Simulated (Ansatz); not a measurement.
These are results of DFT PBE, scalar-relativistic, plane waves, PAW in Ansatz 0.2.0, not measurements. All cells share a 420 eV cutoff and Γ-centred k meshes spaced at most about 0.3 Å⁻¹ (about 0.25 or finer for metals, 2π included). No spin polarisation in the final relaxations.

All energies are static (0 K, no zero-point motion). All come from trial cells, and lower structures may exist.

Task: Which of these relaxed structures of ZnCd₂Se₂S is the lowest in energy?
A.

```
CELL_PARAMETERS angstrom
2.10043 1.21268 10.36447
-2.10043 1.21268 10.36447
0.00000 -2.42537 10.36447
ATOMIC_POSITIONS crystal
Zn 0.26445 0.26445 0.26445
Cd 0.81810 0.81810 0.81810
Cd 0.04175 0.04175 0.04175
Se 0.18461 0.18461 0.18461
Se 0.95549 0.95549 0.95549
S 0.73591 0.73591 0.73591
```

B.

```
CELL_PARAMETERS angstrom
4.00997 0.00000 0.00000
-2.00499 3.47274 0.00000
0.00000 0.00000 10.93940
ATOMIC_POSITIONS crystal
Zn 0.00000 0.00000 0.50000
Cd 0.00000 0.00000 0.21506
Cd 0.00000 0.00000 0.78494
Se 0.33333 0.66667 0.36168
Se 0.66667 0.33333 0.63832
S 0.00000 0.00000 0.00000
```

C.

```
CELL_PARAMETERS angstrom
3.90301 0.00000 0.00000
-1.95150 3.38010 0.00000
0.00000 0.00000 9.64127
ATOMIC_POSITIONS crystal
Zn 0.00000 0.00000 0.50000
Cd 0.66667 0.33333 0.83603
Cd 0.33333 0.66667 0.16397
Se 0.66667 0.33333 0.34542
Se 0.33333 0.66667 0.65458
S 0.00000 0.00000 0.00000
```

D.

```
CELL_PARAMETERS angstrom
5.22254 0.00000 0.00000
0.00000 5.22254 0.00000
0.00000 0.00000 5.53266
ATOMIC_POSITIONS crystal
Zn 0.00000 0.00000 0.50000
Cd 0.00000 0.50000 0.00000
Cd 0.50000 0.00000 0.00000
Se 0.50000 0.50000 0.26383
Se 0.50000 0.50000 0.73617
S 0.00000 0.00000 0.00000
```

Result: A. It has space group R3m (No. 160); the next, C, with space group P-3m1 (No. 164), lies 188 meV/atom higher. Counting S or Se atoms around Cd and Zn (for each partner element, those within 1.25 times its shortest distance or 1.15 times the sum of covalent radii, where it is the nearest in units of that sum or under 1.3), the lowest has Zn 4, Cd 4 and the next has Zn 6, Cd 6.

Cells relaxed within their symmetry can be saddle points. The R3m cell of ZnCd2Se2S came from shaking the P-3m1 one. Some structure types and database cells were kept out of the candidates from the start, so a known form may be missing.
